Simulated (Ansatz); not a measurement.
Crystals of one structure type (zinc blende) and one family of elements, relaxed and computed with LDA in the plane-wave PAW code Ansatz.

| crystal | V (Å³/atom) | K_Hill (GPa) |
|---|---|---|
| BN | 5.73 | 401 |
| AlN | 10.23 | 210 |
| BP | 11.32 | ? |
| AlP | 20.06 | 90.0 |
| GaAs | 21.98 | 74.5 |
| AlAs | 22.29 | 75.5 |
| InP | 24.72 | 71.3 |

### Question
Fit a straight line to ln K against ln V and predict the withheld value.

### Answer
Least squares on the 6 shown rows: ln K = -1.23 × ln V + (8.167), with a scatter of 3.8 %. For BP this gives 178. The run itself gave 176, a miss of 1.1 % of that.

All cells were relaxed under the symmetry of their starts (and spin orders); stability against distortions was not tested throughout. Scalar-relativistic: spin–orbit coupling is off unless named, which matters more the heavier the elements.

Potentials: the earlier of the program's two PAW sets. The files were generated under PBE; for other functionals the program regenerates the frozen cores, and for LDA and PBEsol the local potential too.
